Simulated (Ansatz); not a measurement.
**Is this Ca₇Y structure stable?**

The cell was found from a structure generator's guess, not taken from experiment.

These are results of DFT PBE, scalar-relativistic, plane waves, PAW in Ansatz 0.2.0, not measurements. Plane waves to 420 eV, a 6×6×6 mesh through Γ for the 8-atom cell and 0.10 eV Gaussian smearing; no spin polarisation.

```
CELL_PARAMETERS angstrom
6.86504 0.00000 0.00000
0.00000 6.86504 0.00000
0.00000 0.00000 6.91998
ATOMIC_POSITIONS crystal
Ca 0.00000 0.25241 0.24200
Ca 0.50000 0.00000 0.25027
Ca 0.74759 0.00000 0.75800
Ca 0.00000 0.74759 0.24200
Ca 0.00000 0.50000 0.74973
Ca 0.50000 0.50000 0.50000
Ca 0.25241 0.00000 0.75800
Y 0.50000 0.50000 0.00000
```

The zero of energy is the elements' standard structures at the same level; no fitted shifts are applied.

Question: These tests were run: energy against the elements; phonons at Γ; elastic tensor. What do they show?

Answer:

```
                       test                       result
energy against the elements                +0.10 eV/atom
               phonons at Γ  lowest optical mode 55 cm⁻¹
             elastic tensor       least eigenvalue 1 GPa
```

It fails one test: energy against the elements. It may still be a metastable minimum. Undecided within the accuracy: elastic tensor.

The cell is a metal run without spin; a magnetic state may lie lower. The run for the phonons used a 6×6×6 k mesh and Fermi–Dirac smearing of 0.15 eV. The run for the elastic tensor used a 6×6×6 k mesh and Fermi–Dirac smearing of 0.15 eV.
